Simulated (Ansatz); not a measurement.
**Response of BiTe to small distortions**

```xyz
2
Lattice="0.0000 3.2350 3.2350 3.2350 0.0000 3.2350 3.2350 3.2350 0.0000" Properties=species:S:1:pos:R:3 pbc="T T T"
Bi    0.0000    0.0000    0.0000
Te    3.2350    3.2350    3.2350
```

Atom numbers follow the list: Bi1, Te2.

The cell is COD entry 9008604, as deposited and not checked against the literature; nothing was relaxed.

Spin–orbit coupling is left out, though it moves levels of the heavy atoms by tenths of an eV or more.

Method: DFT, PBE, PAW with Ansatz's default frozen-core files, scalar-relativistic in Ansatz 0.2.0.

Settings: a Γ-centred 10×10×10 k mesh, Fermi–Dirac smearing of 0.08 eV, cutoff 420 eV, no spin polarisation.

The unchanged cell is at 0.79 GPa.

In a metal, stresses and small energies carry noise from the k mesh.

x, y and z are the Cartesian axes of the cell as listed; fractional coordinates follow a strain, and an engineering shear is twice the off-diagonal strain component.

Problem. One change gave: energy change -0.1 meV/atom; stress change (xx, yy, zz, yz, xz, xy) -0.02, -0.02, -0.01, 0.00, 0.00, 0.03 GPa, compression positive. Which change was it?
A. xy engineering shear strain of -4 %
B. xy engineering shear strain of +3 %
C. atom 1 (Bi) moved by (0.0212, 0.0212, 0.0000) Å

Solution. B. For xy engineering shear strain of -4 %: energy change -0.1 meV/atom; stress change (xx, yy, zz, yz, xz, xy) -0.03, -0.03, -0.02, 0.00, 0.00, -0.04 GPa, compression positive. For atom 1 (Bi) moved by (0.0212, 0.0212, 0.0000) Å: energy change +0.6 meV/atom; stress change (xx, yy, zz, yz, xz, xy) 0.02, 0.02, 0.01, 0.00, 0.00, -0.01 GPa, compression positive; change of the force on Bi1 (-0.054, -0.054, 0.000) eV/Å.

Problem. What force constant does this one finite step give for Bi1 along its displacement (all its periodic images move with it)?

Solution. k = −ΔF·u/|u|² = 2.56 eV/Å², so the force pulls the atom back.
